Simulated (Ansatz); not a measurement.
NbB₂ in space group P6/mmm (No. 191; Nb on 1a, B on 2d) at seven volumes, LDA in the plane-wave PAW code Ansatz, shape and atoms relaxed at each. One row is withheld.

| V (Å³/atom) | P (GPa) |
|---|---|
| 8.133 | ? |
| 8.401 | 21.94 |
| 8.669 | 10.14 |
| 8.937 | 0.00 |
| 9.205 | -8.73 |
| 9.473 | -16.24 |
| 9.741 | -22.70 |

Problem. Fit the shown pressures and predict the withheld one.

Solution. Third-order Birch–Murnaghan: P = (3/2)B₀(x^(7/2) − x^(5/2))[1 + (3/4)(B′ − 4)(x − 1)] with x = (V₀/V)^(2/3). Least squares on the six rows gives V₀ = 8.937 Å³/atom, B₀ = 313.3 GPa, B′ = 4.02. At V = 8.133, x = 1.0649 and P = 35.70 GPa. The run itself gave 35.67 GPa.

The first step of the workflow began from a Materials Project structure, measured or hypothetical; the Crystallography Open Database files this formula in space group No. 191, but the cells were not matched. Its standing as an ambient phase is unchecked. Symmetry was held in the LDA relaxation; whether a distortion lowers the energy is not shown. No spin polarisation was allowed.

Potentials: the later of the program's two PAW sets.
